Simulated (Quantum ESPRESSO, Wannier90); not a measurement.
# Tight-binding from DFT: ZnCu₂GeS₄ (I-42m)

```xyz
8
Lattice="5.2686 0.0000 0.0000 0.0000 5.2686 0.0000 -2.6343 -2.6343 5.2958" Properties=species:S:1:pos:R:3 pbc="T T T"
Zn     0.0000     0.0000     0.0000
Cu    -2.6343     0.0000     2.6479
Cu     0.0000    -2.6343     2.6479
Ge     2.6343     2.6343     0.0000
S     -1.3552    -1.3552     1.3488
S     -1.3552     1.3552    -1.3488
S      1.3552     1.3552     1.3488
S      1.3552    -1.3552    -1.3488
```

Structure: Materials Project mp-6408, symmetrised, not relaxed again. Not found in the COD (Crystallography Open Database) copy used; not checked further. Level: PBEsol, no spin polarisation, no spin-orbit coupling; pw.x of Quantum ESPRESSO at 74 Ry with PseudoDojo potentials, 4×4×4 k-points, Wannier90. Density: 8×8×8 mesh, Gaussian smearing 0.01 Ry. A non-magnetic state is assumed, with no Hubbard U; filled 3d bands tend to lie too high at this level. Spin-orbit coupling, left out, would split the p-like bands by a few tenths of an eV.

A tight-binding model is made by disentanglement and projection with no localisation steps (num_iter = 0), so the 30 orbitals stay atom-like: hydrogen-like Zn: s;p; Cu: d; Ge: s;p; S: p, axes along x, y, z; frozen window up to 1.91 eV relative to the valence-band maximum. It follows pw.x to 3.9 meV rms for states up to 1.4 eV relative to the valence-band maximum. Matrix elements depend on this choice of orbitals and windows. Bands 23–27 (Zn 3d 90 %, S 3p 7 %) lie between the kept ones and are excluded.

Problem. What are the on-site energies relative to the valence-band maximum, and how fast do the hoppings decay?

Solution. 
| atom | orbitals | energy (eV) |
|---|---|---|
| Zn1 | s | 0.52 |
| Zn1 | pz | 4.36 |
| Zn1 | px py | 4.38 |
| Cu2 | dz2 dxz dyz | -2.26 |
| Cu2 | dx2-y2 dxy | -2.33 |
| Cu3 | dz2 dxz dyz | -2.26 |
| Cu3 | dx2-y2 dxy | -2.33 |
| Ge4 | s | -4.20 |
| Ge4 | pz | 2.37 |
| Ge4 | px py | 1.86 |
| S5 | pz | -2.61 |
| S5 | px py | -2.48 |
| S6 | pz | -2.61 |
| S6 | px py | -2.48 |
| S7 | pz | -2.61 |
| S7 | px py | -2.48 |
| S8 | pz | -2.61 |
| S8 | px py | -2.48 |

```
distance of the centres (Å)  largest modulus (eV)
---------------------------  --------------------
2–3                                           1.5
3–4                                          0.43
4–5                                          0.13
5–6                                          0.15
6–7                                         0.046
7–8                                         0.043
8–9                                         0.013
```
